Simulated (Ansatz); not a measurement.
One crystal and one scan (energy against volume) at two levels, PBE (plane waves to 420 eV, PAW, scalar-relativistic; Ansatz, an electronic-structure program) and PBEsol (plane waves to 420 eV, PAW, scalar-relativistic; Ansatz), each from its own relaxed cell and on its own mesh. The cell shown is that of PBE.

Cu$_{2}$O (cuprite type, space group Pn-3m)

```yaml
crystal:
  lattice:
    - [4.29840, 0.00000, 0.00000]
    - [0.00000, 4.29840, 0.00000]
    - [0.00000, 0.00000, 4.29840]
  atoms:
    - { symbol: Cu, position: [0.75000, 0.75000, 0.75000] }
    - { symbol: Cu, position: [0.75000, 0.25000, 0.25000] }
    - { symbol: Cu, position: [0.25000, 0.75000, 0.25000] }
    - { symbol: Cu, position: [0.25000, 0.25000, 0.75000] }
    - { symbol: O, position: [0.00000, 0.00000, 0.00000] }
    - { symbol: O, position: [0.50000, 0.50000, 0.50000] }
```

The volume is varied about the relaxed value V₀ at fixed cell shape. Symmetry pins the atoms to their sites.

Energies are smeared free energies. Cu2O is run without spin polarisation. Cu2O was relaxed with its symmetry unable to fall. Both scans cover V/V₀ from 0.940 to 1.060.

ΔE (meV/atom), each from the relaxed starting cell of its own level:

```csv
V/V₀,PBE,PBEsol
0.940,18.7,20.8
0.955,10.2,withheld
0.970,4.4,4.9
0.985,1.1,1.2
1.000,0.0,0.0
1.015,1.0,1.2
1.030,4.0,4.4
1.045,8.6,9.6
1.060,14.9,16.5
```

Question: Estimate the PBEsol value at 0.955 from the PBE value there and the ratio of the two levels in the two nearest given rows on that side of the minimum.

Answer: At 0.940 and 0.970 the ratio PBEsol/PBE averages 1.113, which gives 1.113 × 10.2 = 11.4 meV/atom. The calculation gives 11.3 meV/atom, +10.8 % against PBE.

(Under strain, the slope of the energy per volume gives the stress and its curvature an elastic modulus.)
